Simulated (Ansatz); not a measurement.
In2Ge2O7 (space group C2/m)

```
CELL_PARAMETERS angstrom
      3.29422    -4.38064     0.00000
      3.29422     4.38064     0.00000
     -1.01498     0.00000     4.80942
ATOMIC_POSITIONS crystal
  In 0.30636 0.69364 0.00000
  In 0.69364 0.30636 0.00000
  Ge 0.76204 0.76204 0.59308
  Ge 0.23796 0.23796 0.40692
  O  0.40849 0.07374 0.21293
  O  0.59151 0.92626 0.78707
  O  0.92626 0.59151 0.78707
  O  0.07374 0.40849 0.21293
  O  0.00000 0.00000 0.50000
  O  0.41397 0.41397 0.72729
  O  0.58603 0.58603 0.27271
```

The slice is a (100) plane (indices of the conventional cell) through the point (0.000, 0.000, 0.500) (fractional), spanned by u = [001] and v = [1 -1 0] in vectors of this cell: u (4.92 Å) and v (8.76 Å, at 90° to u). It covers one period; positions are fractions (u, v).

All values below come from LDA (plane waves to 420 eV, PAW, scalar-relativistic; Ansatz, a program for electronic structure). k mesh 5×5×6. These are valence fields of a PAW run, semicore shells included where kept as valence: close to a nucleus they are smooth pseudo fields. In2Ge2O7 was relaxed with its symmetry unable to fall.

Three fields on this plane, each scaled to ten steps between its own extremes (0 low, 9 high; the total valence density on a logarithmic scale, the potential cut 8 eV below its top; x marks points blanked near nuclei; v = 0 in the bottom row):

Map A
```
|xx8521001258x|
|9863211112368|
|5532233332235|
|2222345543222|
|0013478874310|
|001369xx96310|
|01247xxxx7421|
|11347xxxx7431|
|234569xx96543|
|3467777777764|
|468x975579x86|
|569xx7557xx96|
|468x975579x86|
|3467777777764|
|234569xx96543|
|11347xxxx7431|
|01247xxxx7421|
|001369xx96310|
|0013478874310|
|2222345543222|
|5532233332235|
|9863211112368|
|xx8521001258x|
|xx8521001258x|
```

Map B
```
|xx5788888875x|
|0688888888886|
|9998766667899|
|9997530035799|
|9986100001689|
|997400xx00479|
|98720xxxx0278|
|88730xxxx0378|
|887400xx00478|
|7775200002577|
|775x032230x57|
|660xx4554xx06|
|775x032230x57|
|7775200002577|
|887400xx00478|
|88730xxxx0378|
|98720xxxx0278|
|997400xx00479|
|9986100001689|
|9997530035799|
|9998766667899|
|0688888888886|
|xx5788888875x|
|xx0788888870x|
```

Map C
```
|xx9400000049x|
|9961000000169|
|6510000000015|
|1000011110000|
|0000122221000|
|000022xx22000|
|00012xxxx2100|
|00002xxxx2000|
|001112xx21110|
|0157411114751|
|039x951159x93|
|049xx7117xx94|
|039x951159x93|
|0157411114751|
|001112xx21110|
|00002xxxx2000|
|00012xxxx2100|
|000022xx22000|
|0000122221000|
|1000011110000|
|6510000000015|
|9961000000169|
|xx9400000049x|
|xx9510000159x|
```

**Question.** Assign the maps to these fields: electron localisation function (ELF); valence electron density; electrostatic potential energy of an electron, from the cell's mean.

**Answer.** A is the valence electron density; B is the electrostatic potential energy of an electron, from the cell's mean; C is the electron localisation function (ELF).
